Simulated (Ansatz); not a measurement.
BaPb3 in the AuCu3-type structure

The computed numbers are results of PBEsol, scalar-relativistic (no spin polarisation) in the plane-wave PAW code Ansatz at 420 eV, Γ-centred 6×6×6 mesh, 0.05 eV Gaussian smearing. The datasets are Ansatz's generated set soft_2.

```
Ba Pb
1.0
     5.03152    0.00000    0.00000
     0.00000    5.03152    0.00000
     0.00000    0.00000    5.03152
Ba Pb
1 3
Direct
  0.00000 0.00000 0.00000
  0.00000 0.50000 0.50000
  0.50000 0.50000 0.00000
  0.50000 0.00000 0.50000
```

The structure was built from a prototype; whether the compound forms in it isn't claimed.

The cell has space group Pm-3m (read at 0.01 Å). In it the stress is 0.01, 0.01, 0.01, 0.00, 0.00, 0.00 GPa and the largest force component 0.000 eV/Å. Each change below starts from this cell, without further relaxation. Stress is in GPa, positive in compression, in the order xx, yy, zz, yz, xz, xy; energies are counted from the cell above and are free energies with the smearing's entropy, which match forces and stress in a metal.

Question: What happens when atom 3 (Pb) is moved by 0.08 Å along x?

Answer: The energy changes by 8.2 meV per cell, and the force on it along the shift is -0.208 eV/Å (−F/u = 2.60 eV/Å²). Stress: 0.05, 0.06, 0.03, 0.00, 0.00, 0.00.
```
atom  Fx (eV/Å)     Fy     Fz
 Ba1      0.211  0.000  0.000
 Pb2     -0.010  0.000  0.000
 Pb3     -0.208  0.000  0.000
 Pb4      0.007  0.000  0.000
```
In a harmonic crystal the energy would rise by −½F·u = ½ × 2.60 × 0.08² eV = 8.3 meV, which matches.

Question: What stress follows from an engineering strain of 2 % in xx, atoms carried along?

Answer: -1.35, -0.46, -0.46, 0.00, 0.00, 0.00 GPa; the energy changes by 10.9 meV per cell.
The change of the stress over the strain gives a clamped-atom stiffness of about 68 GPa for this component, a secant value that lies under the elastic constant in tension and over it in compression, by several per cent for each per cent of strain.
In a harmonic crystal the energy would rise by V(½Cε² − σ₀ε), with σ₀ the stress of the unstrained cell, = 10.7 meV, which matches.

No spin–orbit coupling, a notable omission for heavy elements.
